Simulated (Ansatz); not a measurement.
Work and stress of cleavage in Te2Mo

Computed with DFT r2SCAN, scalar-relativistic, plane waves, PAW (Ansatz). Settings: plane waves to 500 eV, k-mesh 9×9×2 (Γ-centred), Gaussian smearing 0.05 eV. No spin polarisation. Energies are free energies at this smearing, counted from the undisturbed cell; pressure is positive in compression.

Reference structure (relaxed at this level):

```xyz
6
Lattice="-3.5635 0.0000 0.0000 -1.7818 -3.0861 0.0000 0.0000 0.0000 14.7262" Properties=species:S:1:pos:R:3 pbc="T T T"
Te   -1.7818   -1.0287    9.2552
Te   -3.5635   -2.0574    1.8921
Te   -1.7818   -1.0287   12.8341
Te   -3.5635   -2.0574    5.4710
Mo   -1.7818   -1.0287    3.6816
Mo   -3.5635   -2.0574   11.0447
```

The cell holds layers and no dispersion correction was added, so their binding is poorly described.

The cut lies on the cell's a–b face, a (0 0 1) plane (indices in the standard cell, whose axes needn't be the Cartesian ones shown) of area 11.00 Å², between layers 3.78 Å apart. Vector c is lengthened by d along the normal with the atoms' Cartesian places fixed: one unrelaxed cut a cell. The traction is positive where the two halves pull on each other.

```
d (Å) energy (J/m²) traction (GPa)
-0.30         0.0177          -1.357
-0.15         0.0039          -0.539
 0.00         0.0000          -0.016
 0.25         0.0061           0.433
 0.50         0.0191           0.574
 0.75         0.0335           0.563
 1.00         0.0468           0.488
 1.50         0.0665           0.303
 2.00         0.0779           0.163
 3.00         0.0866           0.038
 4.50         0.0888           0.003
 6.00         0.0890           0.001
```

**Question.** What are the work of separation and the cleavage stress, and do they fit the universal binding curve?

**Answer.** The energy levels off near W ≈ 0.0890 J/m² (the traction is down to 0.001 GPa), the energy of the two unrelaxed faces, 0.0445 J/m² each on average. The largest sampled traction is 0.574 GPa at d = 0.50 Å, and a parabola through it and its two neighbours peaks at σ_max ≈ 0.588 GPa, d ≈ 0.61 Å. The curve E = W[1 − (1 + d/ℓ)exp(−d/ℓ)] peaks in traction at d = ℓ with σ_max = W/(eℓ); with 1 J/m² per Å = 10 GPa this W and σ_max give ℓ = 0.56 Å. A parabola through that curve at the same three d peaks at 0.58 Å, against 0.61 Å here, a fair fit. Real crystals break at far lower stress, because cracks concentrate it.

The crystal is built of layers, and the cut parts neighbours that are weakly bound and not described well without a dispersion correction.

The cut is rigid; relaxing the faces lowers these energies and usually the stresses.

Cost: 12 runs of about 11 core-minutes in all, on Intel Xeon Processor @ 2.50GHz (Skylake/Cascade Lake) (shared hosts).